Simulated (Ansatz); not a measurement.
The cell is COD entry 1538830, as deposited and not checked against the literature; nothing was relaxed. The listed cell was then made from it by scaling, straining or moving an atom.

LaPb3: DFT, PBEsol, all-electron LAPW, scalar-relativistic (Ansatz 0.2.0). What sets it apart from a plain run of this crystal: zz strain of -2 %.

Command: `ansatz run input.yaml --threads 1 --pin off --max-ram 4096MiB --backend cpu --events-out ev --progress --plain --runs-dir out` The run took 51 s on 1 thread of Intel(R) Xeon(R) 6975P-C (Granite Rapids) (shared host), peak memory 0.67 GiB.

```yaml
crystal:
  lattice:
    - [4.906, 0.0, 0.0]
    - [0.0, 4.906, 0.0]
    - [0.0, 0.0, 4.80788]
  atoms:
    - { symbol: La, position: [0.0, 0.0, 0.0] }
    - { symbol: Pb, position: [0.0, 0.5, 0.5] }
    - { symbol: Pb, position: [0.5, 0.0, 0.5] }
    - { symbol: Pb, position: [0.5, 0.5, 0.0] }
kpoints:
  mp_grid: { grid: [7, 7, 7] }
  band_path:
    path:
      - [0.0, 0.0, 0.0]
      - [0.0, 0.5, 0.0]
      - [0.5, 0.5, 0.0]
      - [0.0, 0.0, 0.0]
      - [0.0, 0.0, 0.5]
      - [0.0, 0.5, 0.5]
      - [0.5, 0.5, 0.5]
      - [0.0, 0.0, 0.5]
      - [0.0, 0.5, 0.0]
    npoints: 5
scf:
  occupations: { method: fermi_dirac, width: 0.05 }
hamiltonian:
  xc: pbesol
  pseudopotentials: { kind: all_electron, lapw: { basis_error: 0.001 } }
output:
  forces: true
  stress: true
  eigenvalues: true
```

Output (standing set-up lines are left out):

```
LAPW: plane waves up to 6.521 Å⁻¹, error target 1.0e-3 eV per atom; small_component_spin mean_spin; La in spheres of 1.717 Å, 27 of its electrons in bands, Dirac shells []; Pb in spheres of 1.717 Å, 36 of its electrons in bands, Dirac shells []
Crystal: 4 atoms, lattice volume = 115.720 Å³
Basis set: ecut = 162.01821399764708 eV, 513 PW (Γ), exchange–correlation at level 2
Symmetry: 16 space group operations
Space group: P4/mmm (ITA 123), of the structure as read, at distance tolerance 4.9e-5 Å
k-points: 40 of 343
iter 1 solved again at ethr=5.75e-4 eV; its pass at ethr=1.00e-1 eV (dr2=7.76e-1 eV) is discarded
SCF iter   1: F=—  HF=-1934767.239757 eV  |F-HF|=—  |Δ(HF+E_count)|=         —  Δρ=1.22e-2  dr2=7.76e-1  ethr=5.75e-4  ⟨swp⟩=2.0  Hψ=19818  notcnv=0
preconditioner: auto → Kerker (q_TF=auto, 2.799 Å⁻¹)  [metal: Δε(μ)=0.044 eV  Ē_g=14.540 eV  σ=0.050 eV  W_gap=0.21  n_scr=32 (ndim 8)  ℏωp=24.7 eV  f_vac=0.002  D(μ)=2.22/eV (n_scr^D=18)]
SCF iter   2: F=—  HF=-1934766.945272 eV  |F-HF|=—  |Δ(HF+E_count)|=   2.94e-1  Δρ=5.88e-3  dr2=1.07e-1  ethr=5.75e-4  ⟨swp⟩=2.1  Hψ=10522  notcnv=0
SCF iter   3: F=—  HF=-1934766.895334 eV  |F-HF|=—  |Δ(HF+E_count)|=   4.99e-2  Δρ=5.01e-3  dr2=1.09e-1  ethr=7.92e-5  ⟨swp⟩=2.0  Hψ=10269  notcnv=0
SCF iter   4: F=—  HF=-1934766.872575 eV  |F-HF|=—  |Δ(HF+E_count)|=         —  Δρ=2.82e-3  dr2=3.61e-2  ethr=7.92e-5  ⟨swp⟩=2.0  Hψ=9048  notcnv=0
the basis was enlarged: its passes take 267.0 KiB over the memory plan, 1 of 1 planned eigensolver slots
SCF iter   5: F=—  HF=-1934766.862790 eV  |F-HF|=—  |Δ(HF+E_count)|=   9.79e-3  Δρ=9.85e-4  dr2=4.76e-3  ethr=2.67e-5  ⟨swp⟩=2.0  Hψ=9818  notcnv=0
iter 6 solved again at ethr=2.20e-7 eV; its pass at ethr=3.53e-6 eV (dr2=2.96e-4 eV) is discarded
SCF iter   6: F=—  HF=-1934766.861293 eV  |F-HF|=—  |Δ(HF+E_count)|=   1.50e-3  Δρ=3.53e-4  dr2=2.97e-4  ethr=2.20e-7  ⟨swp⟩=2.0  Hψ=16656  notcnv=0
SCF iter   7: F=—  HF=-1934766.861147 eV  |F-HF|=—  |Δ(HF+E_count)|=   1.47e-4  Δρ=2.32e-4  dr2=6.91e-5  ethr=2.20e-7  ⟨swp⟩=2.0  Hψ=10007  notcnv=0
SCF iter   8: F=—  HF=-1934766.861176 eV  |F-HF|=—  |Δ(HF+E_count)|=   2.94e-5  Δρ=5.49e-5  dr2=3.68e-6  ethr=5.12e-8  ⟨swp⟩=2.5  Hψ=10033  notcnv=0
SCF iter   9: F=—  HF=-1934766.861177 eV  |F-HF|=—  |Δ(HF+E_count)|=   1.42e-6  Δρ=2.25e-5  dr2=1.86e-6  ethr=2.73e-9  ⟨swp⟩=2.6  Hψ=10045  notcnv=0
SCF iter  10: F=—  HF=-1934766.861176 eV  |F-HF|=—  |Δ(HF+E_count)|=   1.24e-6  Δρ=9.47e-6  dr2=2.98e-7  ethr=1.38e-9  ⟨swp⟩=2.0  Hψ=10007  notcnv=0
SCF iter  11: F=—  HF=-1934766.861176 eV  |F-HF|=—  |Δ(HF+E_count)|=   1.53e-7  Δρ=2.46e-6  dr2=1.44e-8  ethr=2.21e-10  ⟨swp⟩=2.0  Hψ=10007  notcnv=0
SCF iter  12: F=-1934766.861176 eV  HF=-1934766.861176 eV  |F-HF|=2.56e-9  |Δ(HF+E_count)|=   2.58e-8  Δρ=2.01e-6  dr2=9.76e-9  ethr=1.07e-11  ⟨swp⟩=2.0  Hψ=10007  notcnv=0
SCF 1 converged in 12 iterations: F = -1934766.861176 eV  dr2 = 9.76e-9
NSCF: frozen V_eff on 41 k-points
SCF converged after 12 iterations
Free energy (F): -1934766.861176 eV
Harris-Foulkes:  -1934766.861176 eV  (|F-HF|=2.56e-9)
Internal energy: -1934766.848713 eV  (E = F + TS)
E sigma→0 (E₀):  -1934766.854944 eV
Entropy (-TS):   -0.012463 eV (-3.116 meV/atom)
Fermi energy:    16.964025 eV
--- Per-component energies (eV) ---
  E_band       = -8275.625459
  E_kinetic    = 2210910.558738
  E_xc         = -36746.800425
  E_electrostatic = -4108930.607025  (all electrons and nuclei)
  E_smearing   = -0.012463  (= −TS)
  E_closure    = 0.000000  (closes the sum)
  E_atoms      = -1934747.628634  (free atoms, spherical and without spin; not in F)
  Σ components = -1934766.861176   (vs F -1934766.861176, Δ=0.00e0)
  Basis errors (estimates in eV, not in F): energy 1.9e-4 per atom: plane waves 1.6e-4 (8.3e-5 summed), levels above the bands 2.0e-30, relativity 1.2e-8, radial functions 2.0e-5, core shells 1.4e-6; eigenvalues (radial functions only) 9.6e-7; not estimated: angular momenta, meshes, grids; target (lapw.basis_error) 1.0e-3; muffin-tin radii La 1.717 Å, Pb 1.717 Å
--- Forces (eV/Å), atoms counted from 1 ---
  atom   1  La    -0.00000000     0.00000000    -0.00000000
  atom   2  Pb    -0.00000000     0.00000000     0.00000000
  atom   3  Pb     0.00000000    -0.00000000    -0.00000000
  atom   4  Pb     0.00000000    -0.00000000    -0.00000000
  max |Σ_I F_I| component: 1.58e-30 eV/Å
--- Stress (GPa, compression-positive) ---
       -0.064819      -0.000000      -0.000000
       -0.000000      -0.064819      -0.000000
       -0.000000      -0.000000       0.985104
  P = ⅓ Tr σ = 0.2852 GPa (2.852 kbar)
--- Band table (eV; the first three rows and the last of 40) ---
  k-point 0: bands = ["-176.0489", "-176.0489", "-176.0442", "-122.5261", "-122.5261", "-122.5214", "-111.5893", "-111.5893", "-111.5851", "-111.5851", "-111.5850", "-111.5850", "-111.5837", "-111.5798", "-111.5798", "-111.5747", "-111.5747", "-111.5719", "-111.5719", "-111.5704", "-111.5677", "-111.5580", "-111.5580", "-111.5580", "-111.5580", "-111.5553", "-111.5553", "-80.2069", "-80.2028", "-80.2000", "-80.1959", "-80.1959", "-64.3314", "-64.3314", "-64.3251", "-64.2942", "-64.2941", "-64.2941", "-64.2940", "-64.2901", "-64.2901", "-15.9633", "-0.0722", "-0.0722", "-0.0592", "-0.0483", "0.0932", "0.0982", "0.1848", "0.1848", "0.1992", "0.2531", "0.2713", "0.2746", "0.2746", "0.2898", "0.3950", "0.4040", "0.4236", "0.4236", "5.7105", "10.0253", "10.2101", "14.4882", "14.4882", "14.6445", "17.7450", "17.7450", "17.7617", "18.4311", "18.6342", "18.6440", "18.7066", "18.7117", "18.7117", "18.8973", "18.8973", "18.9154", "19.6573", "20.0954", "20.0954"]
  k-point 1: bands = ["-176.0489", "-176.0489", "-176.0442", "-122.5261", "-122.5261", "-122.5214", "-111.5893", "-111.5893", "-111.5851", "-111.5851", "-111.5850", "-111.5850", "-111.5837", "-111.5798", "-111.5798", "-111.5747", "-111.5747", "-111.5719", "-111.5719", "-111.5704", "-111.5677", "-111.5580", "-111.5580", "-111.5580", "-111.5580", "-111.5553", "-111.5553", "-80.2069", "-80.2028", "-80.2000", "-80.1959", "-80.1959", "-64.3314", "-64.3314", "-64.3251", "-64.2942", "-64.2941", "-64.2941", "-64.2940", "-64.2901", "-64.2901", "-15.9625", "-0.0768", "-0.0768", "-0.0719", "-0.0546", "0.0708", "0.0842", "0.0842", "0.1080", "0.1946", "0.2284", "0.2537", "0.3593", "0.3745", "0.3745", "0.3832", "0.4040", "0.4338", "0.4338", "5.8737", "9.8428", "10.0782", "14.5071", "14.5071", "14.9183", "16.8935", "17.3916", "17.3916", "18.5209", "18.6421", "18.7060", "18.7618", "18.7618", "18.8229", "18.9276", "18.9860", "18.9860", "20.1707", "20.6242", "20.6242"]
  k-point 2: bands = ["-176.0489", "-176.0489", "-176.0442", "-122.5261", "-122.5261", "-122.5214", "-111.5893", "-111.5893", "-111.5851", "-111.5851", "-111.5850", "-111.5850", "-111.5837", "-111.5798", "-111.5798", "-111.5747", "-111.5747", "-111.5719", "-111.5719", "-111.5704", "-111.5677", "-111.5580", "-111.5580", "-111.5580", "-111.5580", "-111.5553", "-111.5553", "-80.2069", "-80.2028", "-80.2000", "-80.1959", "-80.1959", "-64.3314", "-64.3314", "-64.3251", "-64.2942", "-64.2941", "-64.2941", "-64.2940", "-64.2901", "-64.2901", "-15.9606", "-0.1619", "-0.1346", "-0.1346", "-0.0436", "0.0709", "0.0709", "0.0761", "0.1473", "0.1835", "0.2055", "0.2546", "0.3248", "0.3248", "0.3506", "0.4041", "0.4143", "0.5664", "0.5664", "6.3337", "9.0020", "10.2083", "14.5143", "14.5143", "15.6197", "15.8257", "17.0600", "17.0600", "18.5701", "18.6610", "18.7037", "18.7796", "18.7796", "18.8782", "19.0293", "19.0697", "19.0697", "19.9162", "20.4814", "20.4814"]
  k-point 39: bands = ["-176.0489", "-176.0489", "-176.0442", "-122.5261", "-122.5261", "-122.5214", "-111.5893", "-111.5893", "-111.5851", "-111.5851", "-111.5850", "-111.5850", "-111.5837", "-111.5798", "-111.5798", "-111.5747", "-111.5747", "-111.5719", "-111.5719", "-111.5704", "-111.5677", "-111.5580", "-111.5580", "-111.5580", "-111.5580", "-111.5553", "-111.5553", "-80.2069", "-80.2028", "-80.2000", "-80.1959", "-80.1959", "-64.3327", "-64.3304", "-64.3247", "-64.2951", "-64.2945", "-64.2945", "-64.2931", "-64.2898", "-64.2898", "-15.9552", "-0.0606", "0.0294", "0.0413", "0.0506", "0.0747", "0.0847", "0.0994", "0.1081", "0.1198", "0.1691", "0.2218", "0.2255", "0.3033", "0.3081", "0.3673", "0.3890", "0.3954", "0.4008", "8.3420", "8.6029", "8.6296", "12.7844", "14.2361", "14.3703", "14.4491", "18.5202", "18.5627", "18.5680", "18.6809", "18.6940", "18.6971", "18.8168", "19.6417", "19.7229", "19.9143", "20.0172", "20.0341", "20.4949", "22.2367"]
```
